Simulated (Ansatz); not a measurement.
Theory: DFT PBE, scalar-relativistic, plane waves, PAW in Ansatz 0.2.0. All cells share a 420 eV cutoff and Γ-centred k meshes spaced about 0.3 Å⁻¹ or finer (0.25 for metals, 2π included). No spin polarisation.

A search over trial structures of CaGe2N3 gave this relaxed cell.

```
CELL_PARAMETERS angstrom
5.15746 -3.16609 0.00000
5.15746 3.16609 0.00000
0.00000 0.00000 5.11447
ATOMIC_POSITIONS crystal
Ca 0.82187 0.17813 0.52638
Ca 0.17813 0.82187 0.02638
Ge 0.50770 0.83128 0.50826
Ge 0.83128 0.50770 0.00826
Ge 0.49230 0.16872 0.00826
Ge 0.16872 0.49230 0.50826
N 0.83884 0.56425 0.63612
N 0.43575 0.16115 0.63612
N 0.20625 0.79375 0.52888
N 0.56425 0.83884 0.13612
N 0.16115 0.43575 0.13612
N 0.79375 0.20625 0.02888
```

Wave vectors count in units of this cell's reciprocal vectors.

Problem. Does it survive phonon and random-displacement tests?

Solution. No. The phonons at Γ go imaginary, to 83i cm⁻¹ at q = (0.00, 0.00, 0.00). (Phonon run: 6×6×6 k mesh, Gaussian smearing of 0.10 eV.) With atoms moved at random and symmetry off, it falls by 60 meV/atom into P1 (No. 1). Conventional cell: a = 5.228 Å, b = 5.473 Å, c = 6.291 Å, α = 65.6°, β = 87.2°, γ = 89.2°. Ca on its first site is surrounded by 4 N at 2.30–2.52 Å, 1 N at 2.73 Å and 3 Ge at 3.02–3.12 Å; Ca on its second site is surrounded by 4 N at 2.40–2.64 Å, 2 N at 2.84–2.98 Å, 8 Ge at 3.20–3.41 Å and 1 Ca at 3.37 Å; Ge on its first site is surrounded by 3 N at 1.94–2.07 Å, 1 N at 2.62 Å, 3 Ca at 3.02–3.22 Å and 2 Ge at 3.10–3.25 Å; around N on its first site lie 2 Ge at 1.80 Å and 1 Ca at 2.42 Å; 8 more sites not described.

```yaml
crystal:
  lattice:
    - [5.22830, 0.00000, 0.00000]
    - [0.07725, 5.47239, 0.00000]
    - [0.30251, 2.59854, 5.72104]
  atoms:
    - { symbol: Ca, position: [0.52762, 0.00999, 0.79961] }
    - { symbol: Ca, position: [0.02870, 0.96897, 0.17322] }
    - { symbol: Ge, position: [0.51178, 0.72032, 0.48294] }
    - { symbol: Ge, position: [0.99864, 0.64210, 0.84227] }
    - { symbol: Ge, position: [0.99459, 0.33592, 0.49094] }
    - { symbol: Ge, position: [0.50558, 0.33435, 0.18238] }
    - { symbol: N, position: [0.66536, 0.55124, 0.91055] }
    - { symbol: N, position: [0.63711, 0.38813, 0.44157] }
    - { symbol: N, position: [0.48557, 0.99967, 0.16944] }
    - { symbol: N, position: [0.13351, 0.59989, 0.57249] }
    - { symbol: N, position: [0.15028, 0.43611, 0.17180] }
    - { symbol: N, position: [0.04927, 0.01330, 0.76279] }
```

Phonons of metals hang on the k mesh and the smearing.
